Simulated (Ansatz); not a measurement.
One crystal and one scan (scan of one atom of the cell) at two levels, PBE-D3(BJ) (plane waves to 420 eV, PAW, scalar-relativistic; Ansatz, a program for electronic structure) and r2SCAN+rVV10 (plane waves to 500 eV, PAW, scalar-relativistic; Ansatz), each from its own relaxed cell and on its own mesh. The cell shown is that of PBE-D3(BJ).

Bi$_{2}$Te$_{3}$ (Bi2Te3 type, space group R-3m)

```yaml
crystal:
  lattice:
    - [2.19356, 1.26645, 10.09527]
    - [-2.19356, 1.26645, 10.09527]
    - [0.00000, -2.53291, 10.09527]
  atoms:
    - { symbol: Bi, position: [0.40015, 0.40015, 0.40015] }
    - { symbol: Bi, position: [0.59985, 0.59985, 0.59985] }
    - { symbol: Te, position: [0.00000, 0.00000, 0.00000] }
    - { symbol: Te, position: [0.20935, 0.20935, 0.20935] }
    - { symbol: Te, position: [0.79065, 0.79065, 0.79065] }
```

Scan: atom 5 (Te, nearest neighbour Bi at 3.068 Å; its periodic images, 4.4 Å or more away, move with it) is displaced along Cartesian z, direction (0.000, 0.000, 1.000) in Cartesian axes, by s. The other atoms stay.

Energies are smeared free energies. Bi2Te3 was relaxed with its symmetry unable to fall. Spin-orbit coupling is left out, though Bi and Te are heavy. As the smearing reaches across the gap at some points, energies and forces of such displacements shift with the k mesh and the smearing. Both scans cover s from -0.610 to 0.610 Å.

ΔE (meV/cell), each from the undisplaced structure of its own level:

```json
[
 {"s (Å)": "-0.610", "PBE-D3(BJ)": "1077", "r2SCAN+rVV10": "1116"},
 {"s (Å)": "-0.488", "PBE-D3(BJ)": "698", "r2SCAN+rVV10": "725"},
 {"s (Å)": "-0.366", "PBE-D3(BJ)": "395", "r2SCAN+rVV10": "411"},
 {"s (Å)": "-0.244", "PBE-D3(BJ)": "175", "r2SCAN+rVV10": "183"},
 {"s (Å)": "-0.122", "PBE-D3(BJ)": "43", "r2SCAN+rVV10": "46"},
 {"s (Å)": "0.000", "PBE-D3(BJ)": "0", "r2SCAN+rVV10": "0"},
 {"s (Å)": "0.122", "PBE-D3(BJ)": "39", "r2SCAN+rVV10": "41"},
 {"s (Å)": "0.244", "PBE-D3(BJ)": "150", "r2SCAN+rVV10": "160"},
 {"s (Å)": "0.366", "PBE-D3(BJ)": "319", "r2SCAN+rVV10": "341"},
 {"s (Å)": "0.488", "PBE-D3(BJ)": "530", "r2SCAN+rVV10": "withheld"},
 {"s (Å)": "0.610", "PBE-D3(BJ)": "766", "r2SCAN+rVV10": "820"}
]
```

Task: Estimate the r2SCAN+rVV10 value at 0.488 from the PBE-D3(BJ) value there and the ratio of the two levels in the two nearest given rows on that side of the minimum.

Result: At 0.366 and 0.610 the ratio r2SCAN+rVV10/PBE-D3(BJ) averages 1.070, which gives 1.070 × 530 = 567 meV/cell. The calculation gives 568 meV/cell, +7.2 % against PBE-D3(BJ).

(A displaced cell: forces are minus the slopes of the energy, force constants its curvatures, and phonons follow from these.)
